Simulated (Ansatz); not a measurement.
With DFT-r²SCAN in the program Ansatz with PAW potentials, BaGaHO2 in the tetragonal phase (P4/mmm; Ba on 1d, Ga on 1a, O on 2f, H on 1b) relaxes to a = 3.980 Å, c = 3.898 Å. Ba has 12 nearest neighbours from 2.79 Å (cuboctahedral); Ga has 6 nearest neighbours from 1.95 Å (octahedral). Its formation energy from the elements is -1.84 eV/atom, with no fitted shifts.

It is gapped at this level: 0.88 eV (indirect). The valence maximum lies at A and the conduction minimum at Z. The screened hybrid HSE06 puts the gap at 1.89 eV. Gap from r²SCAN with spin–orbit coupling: 0.88 eV. Electrons at the band edge weigh 0.13, 0.21, 0.21 mₑ (principal values). The hole mass is 0.70, 0.70, 14 mₑ (principal values).

An equation-of-state fit gives a bulk modulus of 125 GPa. The relaxed-ion elastic constants in GPa are C11 = 224, C12 = 98.2, C13 = 82.3, C33 = 176, C44 = 98.0, C66 = 123. The elastic constants imply a Debye temperature near 515 K. Bader charges are Ba +1.54, Ga +1.78, O -1.37, H -0.57 e.

The start of the workflow was typed in or built on a structure type; neither database checked (COD, Materials Project) lists it. Whether it is the stable phase at ambient conditions was not checked. The cell was relaxed with r²SCAN under the symmetry of its start; its stability against distortions is not shown here. The references are the lowest solids computed at this level, not always the standard phases (solids in place of the gases). Scalar-relativistic: spin–orbit coupling is off unless named, which matters more the heavier the elements.

Potentials: the earlier of the program's two PAW sets. The files were generated under PBE; for other functionals the program regenerates the frozen cores, and for LDA and PBEsol the local potential too.
